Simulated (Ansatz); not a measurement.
## Response of Ir

Input of a DFT run with Ansatz (development build), a test cell that isn't relaxed; energies in eV and lengths in Å:

```yaml
crystal:
  lattice:
    - [0, 3.87, 3.87]
    - [3.87, 0, 3.87]
    - [3.87, 3.87, 0]
  atoms:
    - { symbol: Ir, position: [0, 0, 0] }
    - { symbol: Ir, position: [0, 0, 0.5] }
    - { symbol: Ir, position: [0, 0.5, 0] }
    - { symbol: Ir, position: [0, 0.5, 0.5] }
    - { symbol: Ir, position: [0.5, 0, 0] }
    - { symbol: Ir, position: [0.5, 0, 0.5] }
    - { symbol: Ir, position: [0.5, 0.5, 0] }
    - { symbol: Ir, position: [0.5, 0.5, 0.5] }
kpoints:
  mp_grid: { grid: [4, 4, 4], shift: [0, 0, 0] }
hamiltonian:
  xc: pbe
  dispersion: none
  pseudopotentials: { kind: paw, source: ansatz }
magnetization:
  spin_polarized: false
scf:
  occupations: { method: fermi_dirac, width: "0.1 eV" }
phonons:
  method: dfpt
```

Command: `ansatz run input.yaml --threads 11`

It ran on Ansatz hand-made PAW at the default cutoff.

Caveats: coarse k mesh.

Q: Give the harmonic phonon frequencies (cm⁻¹, i for unstable; at q = 0 without the three modes nearest zero and without LO–TO term) at (0.000, 0.000, 0.000).

A: 
(0.000, 0.000, 0.000): 93 (×8), 130 (×6), 138 (×3), 179 (×4)

Time of the run on 11 threads of a server CPU (model not recorded), shared host: about 33 s of wall time (7.4 cores busy on average), 2.8 GiB of host memory.
